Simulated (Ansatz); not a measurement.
ZrPbO3:
```
ZrPbO3
1.0
    0.00000     2.94714    -3.01196
    0.00000     2.94714     3.01196
    4.13377     0.00000     0.00000
Zr Pb O
1 1 3
Direct
  0.49279   0.50721   0.50000
  0.05196   0.94804   0.00000
  0.43790   0.03056   0.50000
  0.96944   0.56210   0.50000
  0.44092   0.55908   0.00000
```

Relaxed with r²SCAN.

Problem. Give the Bader charges and basin volumes of the independent atoms, DFT-r²SCAN in the program Ansatz with PAW potentials.

Solution. 

```csv
atom,Bader charge (e),Bader volume (Å³)
Zr1,+2.66,10.1
Pb2,+1.38,21.7
O3,-1.35,14.1
O5,-1.34,13.5
```

Space group Amm2. The workflow started from a Materials Project entry (that database holds measured and hypothetical structures alike); the Crystallography Open Database files this formula in space group No. 38, but the cells were not matched. Its standing as an ambient phase is unchecked. The r²SCAN relaxation kept the symmetry of its start; whether a distortion lowers the energy is not shown. The run is not spin-polarised. Scalar-relativistic: spin–orbit coupling is off unless named, which matters more the heavier the elements.

Potentials: the later of the program's two PAW sets.
